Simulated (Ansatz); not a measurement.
The start is a relaxed AlIr cell, doubled along one cell vector, shaken by Gaussian noise of σ = 0.08 Å a coordinate. Cell shape, volume and atoms are optimised at zero target pressure with PBEsol (plane waves to 420 eV, PAW, scalar-relativistic; Ansatz, a first-principles code). The first steps use a coarse 12×12×4 k-mesh.

Starting cell:
```yaml
crystal:
  lattice:
    - [1.40254, -4.78787, 0.00000]
    - [1.40254, 4.78787, 0.00000]
    - [0.00000, 0.00000, 8.27607]
  atoms:
    - { symbol: Al, position: [0.86762, 0.03122, 0.37431] }
    - { symbol: Al, position: [0.86023, 0.04679, 0.87730] }
    - { symbol: Al, position: [0.07070, 0.88200, 0.11560] }
    - { symbol: Al, position: [0.16980, 0.97777, 0.63342] }
    - { symbol: Ir, position: [0.67638, 0.38582, 0.37710] }
    - { symbol: Ir, position: [0.64625, 0.34834, 0.85670] }
    - { symbol: Ir, position: [0.31409, 0.64335, 0.11228] }
    - { symbol: Ir, position: [0.36550, 0.66519, 0.60364] }
```

- Initial pressure: +5.4 GPa (positive: the cell is compressed)
- Largest initial force: 3.09 eV/Å, on Al4 (atoms numbered as listed)
- Energy released: 0.44 eV/atom
- Volume change: -3.9 %, from 13.89 to 13.35 Å³/atom
- Relative to the parent: It does not go back: it reaches Pm-3m (No. 221), CsCl type, 0.32 eV/atom below the parent
- Band gap at the end: no gap (metallic)
- Optimiser moves: 16

Final structure:

Space group Pm-3m (No. 221); a = b = c = 2.989 Å, α = β = γ = 90.00°

```tsv
atom	site	symmetry	x	y	z
Al	1a	m-3m	0.0000	0.0000	0.0000
Ir	1b	m-3m	0.5000	0.5000	0.5000
```

Final values are on a 16×16×16 k-mesh of the relaxed cell. No spin polarisation in the result.

Of the parent cell (Cmcm (No. 63)): it is a generated cell of AlIr: the first start was made by placing the elements on the sites of a structure type, and the end was not matched to a known phase here, so it may be hypothetical.

The first start was generated by placing the elements on the sites of a structure type. Materials Project lists a structure of AlIr in the same space group, Pm-3m (No. 221); the sites were not compared with it, nor with measured phases.
